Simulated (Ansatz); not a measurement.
Input and command of a plane-wave DFT calculation in Ansatz:

```yaml
crystal:
  lattice:
    - [2.7347541282, 1.5789110321, 4.977663193]
    - [-2.7347541282, 1.5789110321, 4.977663193]
    - [0.0, -3.1578220642, 4.977663193]
  atoms:
    - { symbol: Mg, position: [0.85218, 0.85218, 0.85218] }
    - { symbol: Mg, position: [0.64782, 0.64782, 0.64782] }
    - { symbol: Mg, position: [0.14782, 0.14782, 0.14782] }
    - { symbol: Mg, position: [0.35218, 0.35218, 0.35218] }
    - { symbol: C, position: [0.05625, 0.44375, 0.75] }
    - { symbol: C, position: [0.75, 0.05625, 0.44375] }
    - { symbol: C, position: [0.44375, 0.75, 0.05625] }
    - { symbol: C, position: [0.94375, 0.55625, 0.25] }
    - { symbol: C, position: [0.25, 0.94375, 0.55625] }
    - { symbol: C, position: [0.55625, 0.25, 0.94375] }
basis:
  ecutwfc: 420
kpoints:
  mp_grid: { grid: [6, 6, 6] }
hamiltonian:
  xc: pbe
scf:
  occupations: { method: gaussian, width: 0.1 }
  lower_state_search: "off"
output:
  forces: true
  stress: true
  eigenvalues: true
relax:
  adjacent_minimum: "off"
  f_tol: 0.04
  max_steps: 70
  cell: { stress_tol: 0.4 }
```

```bash
ansatz run input.yaml --threads 1 --pin off --max-ram 2560MiB --backend cpu --events-out ev --progress --plain --runs-dir out
```

Processor: Intel(R) Xeon(R) Platinum 8375C CPU @ 2.90GHz (Ice Lake), 1 thread, on a host shared with other jobs.

**Question.** Estimate time, memory and problem size.

**Answer.** About 2.3 min on 1 thread of Intel(R) Xeon(R) Platinum 8375C CPU @ 2.90GHz (Ice Lake), on a shared host, peak memory 0.51 GiB. It solves 42 bands at 32 k points (the mesh reduced by the symmetry that the task leaves, which can be less than the crystal's) with about 2319 plane waves (on the last cell), in 104 SCF iterations over 16 ionic steps.
